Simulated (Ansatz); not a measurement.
YP5:
```cif
data_P10Y2
_chemical_formula_sum 'Y2 P10'
_space_group_name_H-M_alt 'P 1'
_space_group_IT_number 1
_cell_length_a 4.81419
_cell_length_b 9.28998
_cell_length_c 5.26003
_cell_angle_alpha 90.000
_cell_angle_beta 103.119
_cell_angle_gamma 90.000
loop_
_space_group_symop_operation_xyz
  'x, y, z'
loop_
_atom_site_label
_atom_site_type_symbol
_atom_site_fract_x
_atom_site_fract_y
_atom_site_fract_z
_atom_site_occupancy
Y1 Y 0.00960 0.75000 0.35021 1
Y2 Y 0.99040 0.25000 0.64979 1
P1 P 0.26762 0.75000 0.89736 1
P2 P 0.73238 0.25000 0.10264 1
P3 P 0.61933 0.59323 0.96007 1
P4 P 0.38067 0.40677 0.03993 1
P5 P 0.38067 0.09323 0.03993 1
P6 P 0.61933 0.90677 0.96007 1
P7 P 0.71938 0.53113 0.59605 1
P8 P 0.28062 0.46887 0.40395 1
P9 P 0.28062 0.03113 0.40395 1
P10 P 0.71938 0.96887 0.59605 1
```

Relaxed with LDA.

**Question.** Which orbitals make up the states near the Fermi level in LDA (plane waves, PAW; program Ansatz)?

**Answer.** Within 0.5 eV of the Fermi level: P 3p 74 %, Y 4d 15 %, P 3s 6 %. Projections are on Löwdin-orthogonalised atomic valence shells; empty p or d shells of many metals are not among them.

**Question.** Tabulate the density of states.

**Answer.** States/eV per cell of 12 atoms, in 0.25 eV bins, energy from the Fermi level.

| E (eV) | total | P 3p | Y 4d | P 3s |
|---|---|---|---|---|
| -7.85 | 2.06 | 0.83 | 0.11 | 1.07 |
| -7.60 | 3.16 | 1.29 | 0.17 | 1.62 |
| -7.35 | 2.70 | 1.12 | 0.18 | 1.35 |
| -7.10 | 2.43 | 0.98 | 0.18 | 1.22 |
| -6.85 | 2.27 | 0.90 | 0.19 | 1.13 |
| -6.60 | 1.85 | 0.81 | 0.15 | 0.84 |
| -6.35 | 1.53 | 1.23 | 0.06 | 0.17 |
| -6.10 | 2.86 | 2.43 | 0.10 | 0.21 |
| -5.85 | 2.95 | 2.45 | 0.12 | 0.26 |
| -5.60 | 3.91 | 3.20 | 0.17 | 0.40 |
| -5.35 | 5.19 | 4.25 | 0.24 | 0.52 |
| -5.10 | 6.90 | 5.66 | 0.30 | 0.69 |
| -4.85 | 5.41 | 4.46 | 0.22 | 0.53 |
| -4.60 | 4.74 | 3.90 | 0.20 | 0.46 |
| -4.35 | 5.91 | 4.77 | 0.28 | 0.64 |
| -4.10 | 5.80 | 4.64 | 0.31 | 0.62 |
| -3.85 | 4.59 | 3.69 | 0.26 | 0.43 |
| -3.60 | 5.08 | 4.04 | 0.33 | 0.48 |
| -3.35 | 7.05 | 5.63 | 0.54 | 0.62 |
| -3.10 | 7.60 | 6.01 | 0.64 | 0.67 |
| -2.85 | 6.84 | 5.44 | 0.58 | 0.55 |
| -2.60 | 6.64 | 5.27 | 0.59 | 0.51 |
| -2.35 | 6.43 | 5.05 | 0.68 | 0.44 |
| -2.10 | 6.30 | 4.92 | 0.76 | 0.37 |
| -1.85 | 7.75 | 5.98 | 1.05 | 0.42 |
| -1.60 | 9.62 | 7.35 | 1.37 | 0.49 |
| -1.35 | 9.42 | 7.20 | 1.45 | 0.39 |
| -1.10 | 6.77 | 5.04 | 1.15 | 0.30 |
| -0.85 | 5.14 | 3.72 | 1.03 | 0.18 |
| -0.60 | 5.86 | 4.34 | 1.08 | 0.20 |
| -0.35 | 2.72 | 2.16 | 0.36 | 0.07 |
| -0.10 | 0.97 | 0.79 | 0.12 | 0.02 |
| 0.15 | 0.30 | 0.16 | 0.05 | 0.06 |
| 0.40 | 0.83 | 0.45 | 0.18 | 0.13 |
| 0.65 | 2.02 | 1.00 | 0.57 | 0.25 |
| 0.90 | 2.73 | 1.25 | 0.92 | 0.27 |
| 1.15 | 3.55 | 1.60 | 1.20 | 0.35 |
| 1.40 | 4.87 | 2.10 | 1.68 | 0.49 |
| 1.65 | 5.86 | 2.34 | 2.17 | 0.59 |
| 1.90 | 6.43 | 2.61 | 2.24 | 0.76 |
| 2.15 | 7.96 | 3.24 | 2.73 | 0.92 |
| 2.40 | 7.40 | 2.97 | 2.50 | 0.82 |
| 2.65 | 8.98 | 3.68 | 2.88 | 0.96 |
| 2.90 | 8.99 | 3.79 | 2.76 | 0.81 |
| 3.15 | 8.92 | 3.72 | 2.66 | 0.76 |
| 3.40 | 8.89 | 3.61 | 2.67 | 0.75 |
| 3.65 | 9.96 | 3.83 | 3.24 | 0.78 |
| 3.90 | 10.34 | 4.16 | 3.17 | 0.78 |
| 4.15 | 10.50 | 4.30 | 3.04 | 0.86 |
| 4.40 | 10.16 | 4.34 | 2.72 | 0.84 |
| 4.65 | 8.55 | 3.56 | 2.38 | 0.63 |

Space group P2_1/m. The workflow started from a Materials Project entry (that database holds measured and hypothetical structures alike); the Crystallography Open Database copy checked does not list it. Whether it is the stable phase at ambient conditions was not checked. The cell was relaxed with LDA under the symmetry of its start; whether a distortion lowers the energy is not shown. The run is not spin-polarised. A small band overlap can be real or an error of a semilocal functional. Scalar-relativistic: spin–orbit coupling is off unless named, which matters more the heavier the elements.

Potentials: the later of the program's two PAW sets.
